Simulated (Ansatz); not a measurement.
**Question.** Each is relaxed and computed with PBEsol (plane waves, PAW; program Ansatz). Which is the only one with a gap?
A. SnRu3C, anti-perovskite
B. SiSn, P-6m2 (Sn on 1a, Si on 1f)
C. SiSnO3, P4mm (Si on 1b, Sn on 1a, O on 1b, O on 2c)
D. SiC, CsCl type

**Answer.** C, SiSnO3, P4mm (Si on 1b, Sn on 1a, O on 1b, O on 2c). SiSnO3: gap 0.71 eV (indirect); SiSn: metal; SiC: metal; SnRu3C: metal. Constructed cells (a structure type filled with these elements, in neither database checked): SiSnO3, P4mm (Si on 1b, Sn on 1a, O on 1b, O on 2c); SiSn, P-6m2 (Sn on 1a, Si on 1f); SiC, CsCl type. Typed or built starts, not in the databases checked: SnRu3C, anti-perovskite. Not the usual ambient phase: SiC, CsCl type. Unstable at this level: SiC, CsCl type. All cells were relaxed under the symmetry of their starts (and spin orders); stability against distortions was not tested throughout. Rows with no word on spin ran without spin polarisation. Spin–orbit coupling is left out wherever it is not named.

Potentials: the later of the program's two PAW sets.
